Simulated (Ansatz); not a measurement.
One crystal and one scan (energy against volume) at two levels, PBE (plane waves to 420 eV, PAW, scalar-relativistic; Ansatz, a quantum-chemistry and plane-wave program) and r2SCAN (plane waves to 500 eV, PAW, scalar-relativistic; Ansatz), each from its own relaxed cell and on its own mesh. The cell shown is that of PBE.

CdSe (zinc blende)

```
CdSe
1.0
    0.00000     3.09814     3.09814
    3.09814     0.00000     3.09814
    3.09814     3.09814     0.00000
Se Cd
1 1
Direct
  0.75000   0.75000   0.75000
  0.00000   0.00000   0.00000
```

This relaxed cell (volume V₀) is scaled evenly in all directions, its shape held. Symmetry pins the atoms to their sites.

The energy includes the smearing's −TS. CdSe was relaxed with its symmetry unable to fall. Percentages come from the unrounded values. Both scans cover V/V₀ from 0.840 to 1.160.

Results of PBE:

- Lattice constant a (Å): 6.196
- Pressure at the smallest volume (GPa): 11.7
- Energy cost of the largest compression (meV/atom): 147.5
- Energy cost of the largest expansion (meV/atom): 80.3
- Bulk modulus B₀ (third-order Birch-Murnaghan fit) (GPa): 44.7
- Pressure for 5 % compression (fit) (GPa): 2.6

Task: What does r2SCAN give for the same quantities?

Result: 
```tsv
quantity	r2SCAN	PBE − r2SCAN
Lattice constant a (Å)	6.134	+0.062 (+1.0 %)
Pressure at the smallest volume (GPa)	13.4	-1.7 (-12 %)
Energy cost of the largest compression (meV/atom)	163.8	-16.3 (-10.0 %)
Energy cost of the largest expansion (meV/atom)	90.2	-9.9 (-11 %)
Bulk modulus B₀ (third-order Birch-Murnaghan fit) (GPa)	51.5	-6.8 (-13 %)
Pressure for 5 % compression (fit) (GPa)	3.0	-0.4 (-13 %)
```

PBE gives the higher value for: lattice constant a. PBE gives the lower value for: pressure at the smallest volume; energy cost of the largest compression; energy cost of the largest expansion; bulk modulus B₀; pressure for 5 % compression. For the lattice constant a the reference is 6.077 Å (measured, room temperature or unstated; as given in arXiv:1206.3780): it holds thermal shifts, so no verdict is drawn. 

(Under strain, the slope of the energy per volume gives the stress and its curvature an elastic modulus.)
